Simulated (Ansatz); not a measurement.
Relax this structure to zero stress and force, keeping its symmetry:

Space group Fd-3m:1 (No. 227). a = 8.065 Å, b = 8.065 Å, c = 8.065 Å, α = 90.00°, β = 90.00°, γ = 90.00°
```json
{"atom": "Co", "site": "16c", "symmetry": ".-3m", "x": "0.1250", "y": "0.1250", "z": "0.1250"}
{"atom": "Co", "site": "8b", "symmetry": "-43m", "x": "0.0000", "y": "0.0000", "z": "0.5000"}
{"atom": "O", "site": "32e", "symmetry": ".3m", "x": "0.3880", "y": "0.8880", "z": "0.3880"}
```

All numbers below come from DFT PBEsol, scalar-relativistic, plane waves, PAW in Ansatz 0.2.0.

Plane waves to 420 eV, a k mesh through Γ of 8×8×8 on the computed 14-atom cell and Gaussian smearing (0.01 eV); collinear spin from starting moments 0.12 0.12 0.12 0.12 2.35 2.35 0 0 0 0 0 0 0 0 μB.

**Question.** What does it relax to?

**Answer.** The volume falls by 0.28 Å³/atom to 9.09 Å³/atom, and the energy falls by 6.0 meV/atom. The cell ends with a moment of 6.00 μB (only this magnetic start was tried). Final structure:
```
Co O
1.0
     0.00000    3.99202    3.99202
     3.99202    0.00000    3.99202
     3.99202    3.99202    0.00000
Co O
6 8
Cartesian
  4.9900 4.9900 4.9900
  4.9900 2.9940 2.9940
  2.9940 2.9940 4.9900
  2.9940 4.9900 2.9940
  0.0000 0.0000 0.0000
  1.9960 1.9960 1.9960
  3.0934 3.0934 3.0934
  6.8866 5.0894 5.0894
  4.8906 4.8906 3.0934
  5.0894 6.8866 5.0894
  3.0934 4.8906 4.8906
  6.8866 6.8866 6.8866
  4.8906 3.0934 4.8906
  5.0894 5.0894 6.8866
```

Course of the relaxation (steps run on the plane waves of an earlier cell, and the basis is chosen afresh near the end, so energy and pressure can step there; trial steps that raised the energy were taken back; energies are free energies):

| step | E − E_final (meV/atom) | largest force component (eV/Å) | P (GPa) | V (Å³/atom) |
| --- | --- | --- | --- | --- |
| 1 | 6.0 | 0.013 | -6.66 | 9.37 |
| 2 | 0.9 | 0.016 | -3.40 | 9.23 |
| 3 | -1.4 | 0.005 | 0.19 | 9.09 |
| 4 | -1.3 | 0.002 | 0.00 | 9.10 |
| 5 | 0.0 | 0.002 | -0.25 | 9.10 |
| 6 | -0.1 | 0.000 | 0.00 | 9.09 |
| 7 | 0.0 | 0.000 | -0.01 | 9.09 |

The state reached may not be the lowest one. The program reads another magnetic order as possibly lower. Moments started parallel, and an antiferromagnetic order may lie lower.

Cost: 1 run of about 7.4 core-minutes, on AMD EPYC 7R43 (Zen 3) (shared hosts).